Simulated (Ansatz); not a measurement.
In, DFT, PBEsol, PAW with Ansatz's default frozen-core files, scalar-relativistic (Ansatz 0.2.0), run on 1 thread of Intel(R) Xeon(R) Platinum 8488C (Sapphire Rapids) on a shared host.

Structure from Materials Project entry mp-1184502 (possibly hypothetical), not relaxed further. The listed cell was then made from it by scaling, straining or moving an atom.

Command: `ansatz run input.yaml --threads 1 --pin off --max-ram 6144MiB --backend cpu --events-out ev --progress --plain --runs-dir out`

```yaml
crystal:
  lattice:
    - [1.6529404484, 0.9543256128, 8.20746325]
    - [-1.6529404484, 0.9543256128, 8.20746325]
    - [0.0, -1.9086512257, 8.20746325]
  atoms:
    - { symbol: In, position: [0.0, 0.0, 0.0] }
    - { symbol: In, position: [0.77801224, 0.77801224, 0.77801224] }
    - { symbol: In, position: [0.22198776, 0.22198776, 0.22198776] }
kpoints:
  mp_grid: { grid: [14, 14, 14] }
scf:
  occupations: { method: fermi_dirac, width: 0.05 }
hamiltonian:
  xc: pbesol
  pseudopotentials: { kind: paw }
output:
  forces: true
  stress: true
  eigenvalues: true
  efg: { contact_densities: true }
  write_density: true
  write_potential: true
  elf: true
  volumetric_format: npy
```

Q: How large is the problem that the program sets up?

A: 288 irreducible k-points, 1527 plane waves at Γ, 24 bands.

Q: About how long does it take, and how much memory does it use?

A: 25 s of wall time for 7 SCF iterations, with a peak of 0.72 GiB. Times on shared machines scatter by tens of per cent.

Q: And the same cell and mesh by crystal-made all-electron datasets, asked for forces, stress, eigenvalues, efg, on the same hardware?

A: 51 s, peak memory 1.3 GiB.
